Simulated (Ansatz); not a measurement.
Zincblende alloy of GaAs and GaSb (18 of 32 As sites exchanged), 64 atoms

Ansatz, PAW, plane waves. PBEsol relaxation of volume and atoms (shape held) at the single k point (½, ½, ½); single points on the relaxed atoms at the Γ point alone, onto which points of the small cell's zone fold. Arrangement: quasirandom. No spin–orbit coupling unless named.

Relaxed structure:

```
CELL_PARAMETERS angstrom
11.85069 0.00000 0.00000
0.00000 11.85069 0.00000
0.00000 0.00000 11.85069
ATOMIC_POSITIONS crystal
Ga 0.01256 0.00246 0.00016
Ga 0.99932 0.00055 0.49908
Ga 0.99984 0.50069 0.99978
Ga 0.00589 0.49500 0.50447
Ga 0.50569 0.99460 0.00660
Ga 0.50407 0.99579 0.49307
Ga 0.48911 0.49423 0.00708
Ga 0.50068 0.50171 0.49897
Ga 0.24876 0.24802 0.01240
Ga 0.23840 0.24596 0.49902
Ga 0.25162 0.76392 0.99954
Ga 0.23679 0.75057 0.49875
Ga 0.74526 0.23887 0.00686
Ga 0.76563 0.24859 0.49805
Ga 0.74541 0.75642 0.99320
Ga 0.75325 0.76389 0.49919
Ga 0.24492 0.99364 0.24535
Ga 0.23797 0.00281 0.74935
Ga 0.25002 0.48622 0.25209
Ga 0.24275 0.51067 0.74370
Ga 0.74653 0.00806 0.25658
Ga 0.75286 0.98725 0.75078
Ga 0.75131 0.50304 0.25010
Ga 0.75904 0.49236 0.74235
Ga 0.00602 0.24086 0.25767
Ga 0.99926 0.24772 0.73802
Ga 0.00585 0.75644 0.25718
Ga 0.00517 0.75714 0.74241
Ga 0.49881 0.24729 0.23903
Ga 0.49809 0.24735 0.74944
Ga 0.49789 0.76354 0.25074
Ga 0.50606 0.75629 0.75752
As 0.12704 0.12243 0.12946
As 0.11959 0.12284 0.62113
As 0.12053 0.62806 0.62194
As 0.62318 0.12059 0.12786
As 0.37204 0.36982 0.12790
As 0.37493 0.87946 0.12525
As 0.88171 0.37240 0.62033
As 0.87928 0.87793 0.62277
As 0.87946 0.12236 0.37658
As 0.12312 0.36986 0.37734
As 0.12321 0.87911 0.37661
As 0.12495 0.87793 0.87303
As 0.62742 0.87949 0.37334
As 0.62538 0.87791 0.87680
Sb 0.12938 0.62701 0.12705
Sb 0.63156 0.12146 0.62299
Sb 0.62059 0.62916 0.12456
Sb 0.62991 0.62946 0.62497
Sb 0.36896 0.37555 0.62285
Sb 0.37153 0.87531 0.62510
Sb 0.87720 0.36895 0.12869
Sb 0.87592 0.88034 0.12641
Sb 0.37143 0.12287 0.37032
Sb 0.37299 0.12094 0.88078
Sb 0.37098 0.62725 0.37322
Sb 0.37282 0.62889 0.87631
Sb 0.87746 0.12129 0.87313
Sb 0.87881 0.62712 0.37992
Sb 0.87731 0.62868 0.86942
Sb 0.12541 0.37284 0.87221
Sb 0.62708 0.37069 0.37294
Sb 0.62515 0.37306 0.87782
```

(1) What are the mean bond lengths by pair (pairs within 1.2 times the sum of covalent radii, less contacts 15 % beyond the pair's median; cation–cation pairs of compounds aside; long ionic contacts are cut short by that bound)?

(2) What gap lies between the top filled and the lowest empty level in the single points?

Results:

(1) As–Ga 2.493 ± 0.019 Å (standard deviation, 56 bonds); Ga–Sb 2.626 ± 0.015 Å (standard deviation, 72 bonds).

(2) HSE06 0.77 eV (88 s on NVIDIA GB300).
